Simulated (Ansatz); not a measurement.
**MnAl12 (Im-3): electronic heat capacity and spin susceptibility from the density of states**

Level of theory: Ansatz, DFT PBEsol, scalar-relativistic, plane waves, PAW.

Cutoff 420 eV; k points 8×8×8 on the computed 13-atom cell (Γ-centred); Gaussian smearing, width 0.10 eV; no spin polarisation.

Relaxed cell: Im-3, a = 7.422 Å, b = 7.422 Å, c = 7.422 Å, α = 90.00°, β = 90.00°, γ = 90.00°, 13 atoms in the primitive cell. Whether it is the stable form of this composition wasn't checked.

The density of states at the Fermi level is 2.834 states/eV in the cell of 13 atoms (1 formula unit; both spins, tetrahedra on a 12×12×12 mesh). Averaged over bins of 0.1 eV the density runs from 2.8 to 4.4 states/eV within 0.2 eV of the Fermi level, so the figure hangs on the exact place of that level.

Task: What Sommerfeld coefficient and Pauli susceptibility does this give?

Result: Per formula unit N(E_F) = 2.834 states/eV. γ = (π²/3) k_B² N(E_F) N_A = 2.357 mJ/(mol K²) per state/eV, so γ = 6.7 mJ/(mol K²), a mole of formula units. χ_P = μ_B² N(E_F) N_A = 3.23×10⁻⁵ emu/mol per state/eV gives 9.2×10⁻⁵ emu/mol. This is the bare band result: a measured γ of the same phase is as a rule larger by a factor 1 + λ from phonons and spin fluctuations, the spin part of χ is larger by the Stoner factor, and a measured χ also holds orbital and core terms. N(E_F) at one energy is sensitive to the mesh where the density of states has sharp peaks.

A ferromagnetic start lost its moments in a first run, so spin was left out; other magnetic orders weren't tried.

Cost: 1 run of about 1.3 core-minutes, on Oxide Virtual Turin-like Processor (Zen 5) (shared hosts).